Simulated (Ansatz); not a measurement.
Geometry optimisation in Ansatz: input, command and trajectory.

```yaml
crystal:
  lattice:
    - [3.0111255221, 0.0, 0.0]
    - [-1.505562761, 2.6077111962, 0.0]
    - [0.0, 0.0, 4.7393788315]
  atoms:
    - { symbol: Ta, position: [0.6666666667, 0.3333333333, 0.74436653] }
    - { symbol: Ta, position: [0.3333333333, 0.6666666667, 0.25563347] }
    - { symbol: "N", position: [0.0, 0.0, 0.0] }
basis:
  ecutwfc: 420
kpoints:
  mp_grid: { grid: [18, 18, 10] }
hamiltonian:
  xc: pbesol
scf:
  occupations: { method: gaussian, width: 0.1 }
output:
  forces: true
  stress: true
  eigenvalues: true
relax:
  adjacent_minimum: "off"
  f_tol: 0.01
  max_steps: 30
  cell: { stress_tol: 0.1, fix: [volume] }
```

```bash
ansatz run input.yaml --threads 1 --pin off --max-ram 2560MiB --backend cpu --events-out ev --progress --plain --runs-dir out
```

Theory: Ansatz 0.2.0, DFT PBEsol, scalar-relativistic, plane waves, PAW.

The volume is held at 0.94 times that of the relaxed cell.

Of 4 frames 3 are shown, positions in Å and forces in eV/Å; the SCF threshold varies from step to step. Steps run on the plane waves of an earlier cell, with a Pulay correction in the pressure. The basis is chosen afresh for the last frame, the zero of the energies, and at times for earlier ones too; energy and pressure step there, also at an unchanged geometry.

```xyz
3
Lattice="3.0111 0.0000 0.0000 -1.5056 2.6077 0.0000 0.0000 0.0000 4.7394" Properties=species:S:1:pos:R:3:forces:R:3 pbc="T T T" step=1 free_energy_over_end_meV_per_atom=0.55 pressure_GPa=20.77
Ta    1.5056    0.8692    3.5278    0.0000    0.0000   -0.2145
Ta    0.0000    1.7385    1.2115    0.0000    0.0000    0.2145
N     0.0000    0.0000    0.0000    0.0000    0.0000    0.0000
3
Lattice="3.0127 0.0000 0.0000 -1.5064 2.6091 0.0000 0.0000 0.0000 4.7344" Properties=species:S:1:pos:R:3:forces:R:3 pbc="T T T" step=2 free_energy_over_end_meV_per_atom=0.45 pressure_GPa=20.15
Ta    1.5064    0.8697    3.5131    0.0000    0.0000    0.1723
Ta    0.0000    1.7394    1.2213    0.0000    0.0000   -0.1723
N     0.0000    0.0000    0.0000    0.0000    0.0000    0.0000
3
Lattice="3.0067 0.0000 0.0000 -1.5033 2.6038 0.0000 0.0000 0.0000 4.7534" Properties=species:S:1:pos:R:3:forces:R:3 pbc="T T T" step=4 free_energy_over_end_meV_per_atom=0.00 pressure_GPa=20.32
Ta    1.5033    0.8679    3.5307    0.0000    0.0000    0.0006
Ta    0.0000    1.7359    1.2227    0.0000    0.0000   -0.0006
N     0.0000    0.0000    0.0000    0.0000    0.0000    0.0000
```

Time: 100 s on 1 thread of Intel(R) Xeon(R) Processor @ 2.50GHz (Skylake/Cascade Lake) (shared host), peak memory 0.52 GiB.

Spin–orbit coupling is left out, which can shift energies with elements as heavy as these.